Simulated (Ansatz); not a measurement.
The end point of a relaxation of CdSe. Space group P6₃mc (No. 186), AFLOW prototype AB_hP8_186_ab_ab (B5, as in SiC). Method: PBE (plane waves to 420 eV, PAW, scalar-relativistic; Ansatz, a quantum-chemistry and plane-wave program).

```cif
data_Cd4Se4
_chemical_formula_sum 'Cd4 Se4'
_space_group_name_H-M_alt 'P63mc'
_space_group_IT_number 186
_space_group_name_Hall 'P 6c -2c'
_cell_length_a 4.38274
_cell_length_b 4.38274
_cell_length_c 14.30769
_cell_angle_alpha 90.000
_cell_angle_beta 90.000
_cell_angle_gamma 120.000
loop_
_atom_site_label
_atom_site_type_symbol
_atom_site_symmetry_multiplicity
_atom_site_Wyckoff_symbol
_atom_site_fract_x
_atom_site_fract_y
_atom_site_fract_z
_atom_site_occupancy
Cd1 Cd 2 a 0.00000 0.00000 0.00029 1
Cd2 Cd 2 b 0.33333 0.66667 0.25019 1
Se1 Se 2 a 0.00000 0.00000 0.31271 1
Se2 Se 2 b 0.33333 0.66667 0.06243 1
```

```json
{
  "volume_per_atom": "29.75 Å³",
  "band_gap": "0.52 eV, direct at Γ (no spin-orbit coupling)",
  "shortest_distances": "Cd–Se 2.68 Å",
  "k-mesh": "9×9×3"
}
```

Band energies at high-symmetry points (eV from the VBM; labels of this space group; no spin-orbit coupling), from −5 eV up to 5.5 eV:

| point | energies |
|---|---|
| Γ | -4.06 -2.53 -2.51 -0.68 -0.68 -0.36 -0.36 -0.36 -0.36 -0.02 0.00 0.00 0.52 2.15 2.23 2.31 |
| M | -4.05 -3.94 -3.68 -3.57 -2.16 -1.82 -1.67 -1.21 -1.21 -1.20 -0.83 -0.68 2.49 2.84 3.41 3.68 4.35 4.72 |
| K | -3.84 -3.74 -3.74 -3.56 -2.53 -2.53 -1.83 -1.83 -1.70 -1.30 -1.30 -1.01 3.67 4.08 4.08 4.56 4.90 4.90 |
| A | -3.61 -3.61 -1.18 -1.18 -0.59 -0.59 -0.59 -0.59 -0.11 -0.11 -0.11 -0.11 1.53 1.53 2.28 2.28 |
| L | -3.95 -3.95 -3.70 -3.70 -1.88 -1.88 -1.54 -1.54 -1.13 -1.13 -0.84 -0.84 2.90 2.90 3.43 3.43 4.26 4.26 |
| H | -3.74 -3.74 -3.71 -3.71 -2.44 -2.44 -2.01 -2.01 -1.36 -1.36 -1.20 -1.20 3.89 3.89 4.13 4.13 5.16 5.16 |

No spin polarisation in the result.

The run could not lose the symmetry of its start; a randomly shaken copy of 8 atoms returns to this structure.

The first start was generated by placing the elements on the sites of a structure type. A measured structure of CdSe has the same space group, P6₃mc (No. 186); the sites were not compared with it.
